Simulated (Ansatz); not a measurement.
TaSb₂ in space group C2/m (No. 12; Ta on 4i, Sb on 4i, Sb on 4i) under volume change, plane-wave PAW r²SCAN (Ansatz code), shape and atoms relaxed at each volume.

```tsv
V (Å³/atom)	E − E(relaxed) (meV/atom)	P (GPa)
20.695	73.4	12.51
21.377	30.8	7.64
22.059	7.3	3.51
22.741	0.0	0.00
23.423	___	___
24.106	___	___
```

**Question.** Fill in the missing entries.

**Answer.** 
- 24.106, E − E(relaxed) (meV/atom): 24.7
- 24.106, P (GPa): -5.50
- 23.423, E − E(relaxed) (meV/atom): 6.5
- 23.423, P (GPa): -2.98

**Question.** What does a third-order Birch–Murnaghan fit give for V₀, B₀ and B′?

**Answer.** V₀ = 22.74 Å³/atom, B₀ = 107 GPa, B′ = 4.5.

The workflow started from a Materials Project entry (that database holds measured and hypothetical structures alike); the Crystallography Open Database copy checked does not list it. Whether it is the stable phase at ambient conditions was not checked. Symmetry was held in the r²SCAN relaxation; its stability against distortions is not shown here. No spin polarisation was allowed. Scalar-relativistic: spin–orbit coupling is off unless named, which matters more the heavier the elements.

Potentials: the later of the program's two PAW sets.
